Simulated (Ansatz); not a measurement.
KI at 12 GPa: from Born charge to LO–TO splitting and polaron coupling

Method: DFT LDA, scalar-relativistic, plane waves, PAW (Ansatz 0.2.0). Cutoff 420 eV, 6×6×6 k-points (Γ-centred), fixed occupations. No spin polarisation. Phonons by linear response, acoustic sum rule imposed.

The cell, relaxed at 12 GPa:
```
CELL_PARAMETERS angstrom
0.00000 3.05188 3.05188
3.05188 0.00000 3.05188
3.05188 3.05188 0.00000
ATOMIC_POSITIONS crystal
K 0.00000 0.00000 0.00000
I 0.50000 0.50000 0.50000
```

Spin–orbit coupling is left out, which matters for heavy elements.

Linear response gives ν_TO = 211.3 cm⁻¹, Born charges ±0.971 e (positive on K) and ε∞ = 3.885. The primitive cell holds 56.850 Å³, and the masses are 39.098 and 126.904 amu.

Q: Find ν_LO and the static dielectric constant.

A: The long-wave field adds a restoring force: ω_LO² − ω_TO² = Z*²e²/(ε_vac ε∞ μV). In these units ν_LO² − ν_TO² = 4.92064×10⁷ Z*²/(μ V ε∞) cm⁻², with μ = m₁m₂/(m₁ + m₂) = 29.890 amu: 7033 cm⁻². So ν_LO = √(211.3² + 7033) = 227.4 cm⁻¹, and the run gives 227.3. Lyddane–Sachs–Teller then gives ε0 = ε∞ (ν_LO/ν_TO)² = 4.50, against 4.50 in the run (it forms both from the same three quantities, so the match checks the arithmetic only). Between ν_TO and ν_LO the dielectric function is negative and an undamped crystal reflects fully: a reststrahlen band from 44.0 to 47.3 μm.

Q: What do the Clausius–Mossotti polarisability and the Szigeti charge come to?

A: With the Lorentz local field, α = (3V/4π)(ε∞ − 1)/(ε∞ + 2) = 6.65 Å³ for the pair, and e_S = 3Z*/(ε∞ + 2) = 0.50 e. The Born charge includes the electrons' response to the dipole's own local field, and e_S takes that enhancement out. The Lorentz field assumes point-like polarisable ions, a fair picture at this small ε∞.

Q: How strongly does a slow electron couple to the LO mode?

A: For one isotropic parabolic band, Fröhlich's constant is α_F = (1/ε∞ − 1/ε0) √(m* Ry/ħω_LO), with Ry = 13.606 eV, ħω_LO = 28.2 meV and m* in free-electron masses: α_F = 0.0350 × 21.97 × √m* = 0.77 √m*. The band mass isn't part of this run; for m* = 0.1, 0.3 and 1 it gives 0.24, 0.42, 0.77. In weak coupling the polaron lies α_F ħω_LO below the band edge (12 meV at m* = 0.3) with a mass m*(1 + α_F/6); past α_F of about 5 or 6 that expansion fails. A semilocal functional's ε∞ tends to be too large, which taken alone lowers α_F.

Cost: 1 run of about 0.97 core-minutes, on Arm Neoverse N1 (shared hosts).